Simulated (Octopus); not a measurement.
BAs (F-43m, No. 216), cubic lattice constant 4.819 Å. The cell is a database entry, not relaxed again.

Method: LDA in Octopus 16.4; grid spacing about 0.15 Å, Γ-centred 6×6×6 k-mesh, Fermi-Dirac smearing of 0.01 eV, no spin polarisation; PseudoDojo 0.4 LDA potentials. Spin-orbit coupling is left out. The cell is scaled uniformly. Energies of the lowest empty band count from each cell's highest valence level among the special points, at Γ; they are Kohn-Sham values at fixed points of the zone, Δ being held at 0.85 of Γ–X, not searched. At Γ the level is degenerate.

```json
[
 {"a (Å)": "4.602", "ln(V/V₀)": "-0.1381", "Γ (eV)": "3.418", "Δ (eV)": "1.041", "L (eV)": "3.378"},
 {"a (Å)": "4.651", "ln(V/V₀)": "-0.1069", "Γ (eV)": "3.371", "Δ (eV)": "1.071", "L (eV)": "3.176"},
 {"a (Å)": "4.699", "ln(V/V₀)": "-0.0760", "Γ (eV)": "3.327", "Δ (eV)": "1.100", "L (eV)": "2.981"},
 {"a (Å)": "4.747", "ln(V/V₀)": "-0.0453", "Γ (eV)": "3.285", "Δ (eV)": "1.128", "L (eV)": "2.794"},
 {"a (Å)": "4.795", "ln(V/V₀)": "-0.0150", "Γ (eV)": "3.246", "Δ (eV)": "1.155", "L (eV)": "2.614"},
 {"a (Å)": "4.819", "ln(V/V₀)": "0.0000", "Γ (eV)": "?", "Δ (eV)": "?", "L (eV)": "?"},
 {"a (Å)": "4.867", "ln(V/V₀)": "0.0299", "Γ (eV)": "3.188", "Δ (eV)": "1.193", "L (eV)": "2.357"}
]
```

V₀ is the volume of the database cell.

Fit each column by a quadratic in ln V through the rows shown. Give the volume deformation potentials dE/d ln V at the withheld row, and predict that row.

Fits: Γ: 3.226 −1.28 x +0.8 x²; Δ: 1.168 +0.85 x −0.5 x²; L: 2.527 −5.77 x +2.8 x², with x = ln(V/V₀). At x = 0.0000 the slopes are −1.3 eV (Γ), +0.9 eV (Δ), −5.8 eV (L). Predicted against computed: 3.226 against 3.226 eV, 1.168 against 1.168 eV, 2.527 against 2.527 eV.

The lowest of these levels is that at Δ in all rows.
